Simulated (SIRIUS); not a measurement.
Set-up for a self-consistent single point of Zn2SeS (R3m, 4 atoms in the cell; from Materials Project mp-1215446, changed as shown).

```
CELL_PARAMETERS angstrom
      1.96669     1.13547     6.42593
     -1.96669     1.13547     6.42593
      0.00000    -2.27094     6.42593
ATOMIC_POSITIONS crystal
  Zn 0.00374 0.00374 0.00374
  Zn 0.49637 0.49637 0.49637
  Se 0.62452 0.62452 0.62452
  S  0.12535 0.12535 0.12535
```

Method: PBEsol, GBRV PBEsol ultrasoft pseudopotentials (plane waves; SIRIUS).

SIRIUS settings:

parameters.ngridk: 6 6 6
parameters.xc_functionals: [XC_GGA_X_PBE_SOL, XC_GGA_C_PBE_SOL]
parameters.gk_cutoff: 6.325 1/bohr
parameters.pw_cutoff: 14.143 1/bohr
parameters.smearing: gaussian
parameters.smearing_width: 0.0001 Ha
potentials: GBRV PBEsol ultrasoft pseudopotentials
parameters.electronic_structure_method: pseudopotential
parameters.num_bands: 31
parameters.num_mag_dims: 0
parameters.num_dft_iter: 100
parameters.energy_tol: 1e-07 Ha
parameters.density_tol: 1e-06
mixer.type: anderson
mixer.beta: 0.5
mixer.use_hartree: false

Results:

- Number of valence electrons = 52
- Number of bands = 31
- Number of k-points after the program's reduction = 32
- Number of plane waves (most at a k-point) = 2504
- Number of SCF iterations = 27
- FFT grid = 60 × 60 × 60
- Free energy E − TS = -13469.7018 eV
- Gap on the k-point mesh = 1.28 eV
- Pressure = -2.31 GPa
- Largest force (vector length) = 0.012 eV/Å

Forces (eV/Å):
```tsv
atom	Fx	Fy	Fz
Zn1	0.000	0.000	0.012
Zn2	0.000	0.000	-0.002
Se3	0.000	0.000	-0.004
S4	0.000	0.000	-0.005
```

Stress (GPa, positive for compression):
```
-2.30   0.00   0.00
 0.00  -2.30   0.00
 0.00   0.00  -2.33
```

Gaps are taken between levels on the mesh.

For comparison: a first run was changed to give this one (volume scaled by 1.02), and from it to this one the free energy rises by 4.4 meV/atom, the pressure goes from -1.05 to -2.31 GPa, the largest force goes from 0.021 to 0.012 eV/Å and the gap on the mesh goes from 1.361 to 1.284 eV.

The structure comes from a collection of computed structures, made at another level of theory; the collection holds predicted forms beside known ones.

Cost on one core: around 6 core-minutes (rough).
